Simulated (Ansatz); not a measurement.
Relaxed TiSi2 (C49 type, space group Cmcm):

```xyz
6
Lattice="1.7730 -6.7825 0.0000 1.7730 6.7825 0.0000 0.0000 0.0000 3.5797" Properties=species:S:1:pos:R:3 pbc="T T T"
Si     1.7730    -5.9800     2.6848
Si     1.7730     5.9800     0.8949
Si     1.7730     3.3875     2.6848
Si     1.7730    -3.3875     0.8949
Ti     1.7730    -1.3999     2.6848
Ti     1.7730     1.3999     0.8949
```

In this cell atom 2 (Si, nearest neighbour Si at 2.404 Å; its periodic images, 3.5 Å or more away, move with it) is moved by s towards the nearest neighbour, unit vector (0.000, 0.668, -0.744); all other atoms and the cell stay fixed.

Method: PBE (plane waves to 420 eV, PAW, scalar-relativistic; Ansatz, a quantum-chemistry and plane-wave program). k mesh 11×11×11 (Γ-centred), Fermi-Dirac smearing 0.05 eV. The energy includes the smearing's −TS. With partly filled bands, energies and forces of such displacements shift with the k mesh and the smearing. The PAW data are Ansatz's earlier set. This is one of several known forms of TiSi2; the measured ambient cells at hand have space group No. 70. TiSi2 is run without spin polarisation. TiSi2 was relaxed with its symmetry unable to fall. The zero of ΔE is the undisplaced structure.

Task: What ΔE (meV/cell) does the calculation give at s (Å) = -0.576, -0.288, -0.144, 0.144, 0.288, 0.432, 0.576, 0.720?

Result: 
| s (Å) | ΔE (meV/cell) |
|---|---|
| -0.576 | 1463 |
| -0.288 | 401 |
| -0.144 | 106 |
| 0.144 | 126 |
| 0.288 | 564 |
| 0.432 | 1461 |
| 0.576 | 3059 |
| 0.720 | 5768 |

(For displaced atoms, the force is minus the slope of the energy, and its curvature is a force constant, which sets phonon frequencies.)
